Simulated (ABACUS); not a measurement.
Consider a self-consistent single point of Ta₂O₅ (P2/m, 7 atoms in the cell; from Materials Project mp-1238961, changed as shown).

```
CELL_PARAMETERS angstrom
      3.76458     0.00000     0.00000
      0.00000     3.78547     0.00000
     -1.78256     0.00000     6.39838
ATOMIC_POSITIONS crystal
  Ta 0.64953 0.00000 0.79131
  Ta 0.35047 0.00000 0.20869
  O  0.66212 0.50000 0.79833
  O  0.33788 0.50000 0.20167
  O  0.18976 0.00000 0.87062
  O  0.81024 0.00000 0.12938
  O  0.50000 0.00000 0.50000
```

Method: LDA (PW92), numerical atomic orbitals SZP (confined pseudo-atomic orbitals with Gaussian additions; energy shift 0.01 Ry), PseudoDojo 0.4 standard norm-conserving LDA (tails mended) pseudopotentials (ABACUS).

ABACUS settings:

- basis: SZP numerical atomic orbitals, energy shift 0.01 Ry
- KPT: Gamma 6 6 4 0 0 0
- basis_type: lcao
- dft_functional: PWLDA
- ecutwfc: 100 Ry
- smearing_method: fd
- smearing_sigma: 0.00367493 Ry
- potentials: PseudoDojo 0.4 standard norm-conserving LDA (tails mended)
- symmetry: 1
- symmetry_prec: 1e-05
- ks_solver: genelpa
- scf_nmax: 100
- scf_thr: 1.0e-07
- mixing_type: pulay
- mixing_beta: 0.7

Question: Estimate, at this level of theory: gap on the k-point mesh, pressure and largest force (vector length).

Answer: The run gave:

Gap on the k-point mesh: 1.89 eV
Pressure: 10.86 GPa
Largest force (vector length): 0.502 eV/Å

Gaps are taken between levels on the mesh.

For comparison: a first run was changed to give this one (lattice scaled by 0.98), and from it to this one the free energy goes up by 13.5 meV/atom, the pressure goes from -4.79 to 10.86 GPa, the largest force goes from 0.314 to 0.502 eV/Å and the gap on the mesh goes from 1.765 to 1.887 eV.

Spin-orbit coupling is left out, which matters for bands and gaps with elements this heavy. The atom-centred basis is finite, which shifts total energies, pressures, gaps and forces against plane waves. A single-zeta basis is rough, for pressures and forces above all. The structure comes from a collection of computed structures, made at another level of theory; the collection holds predicted forms beside known ones.

Cost on one core: around 12 core-seconds (rough).

The atomic orbitals were generated for these runs; they are not ABACUS's published sets and were checked against plane waves on a few crystals only.

“Tails mended”: in these copies of the files the far tail of each local potential was reset to the Coulomb form.
